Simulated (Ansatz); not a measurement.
# Structures of OsCl: which is lowest?

Plane-wave DFT in Ansatz with scalar-relativistic PAW potentials, cutoff 420 eV, Γ-centred meshes chosen by cell and gap, Gaussian smearing with energies taken to zero width. Every cell was relaxed (cell and atoms) in a run of its own, within the symmetry of its start. Functional: PBE.

Relaxed structures (starts from databases or built by putting these elements on another compound's sites):
A. Pm-3m, 2 atoms in the computed cell, a = 3.086 Å; sites (symmetry × multiplicity) Os m-3m × 1, Cl m-3m × 1; start: built
B. P-6m2, 2 atoms in the computed cell, a = 2.858 Å, c = 4.288 Å; sites (symmetry × multiplicity) Os -6m2 × 1, Cl -6m2 × 1; start: built

Q: Rank them by energy. Could pressure change the order?

A:
```csv
structure,group,E − E(lowest) (meV/atom),V (Å³/atom),gap on mesh (eV)
B,P-6m2,0.0,15.16,0.00
A,Pm-3m,463,14.70,0.00
```

B is lowest, 463 meV/atom under A. A is denser by 0.46 Å³/atom, so pressure favours it: ΔE/ΔV, with ΔE in eV and 1 eV/Å³ = 160.2 GPa, gives about 160 GPa for equal enthalpy if both cells were rigid; at such pressures compression changes ΔV much, so this is a scale only. Other structures may lie lower than all of these, and vibrations aren't counted.

Spin-orbit coupling is left out, which matters for the bands of heavy elements. Spin polarisation was left out, and a magnetic state may lie lower.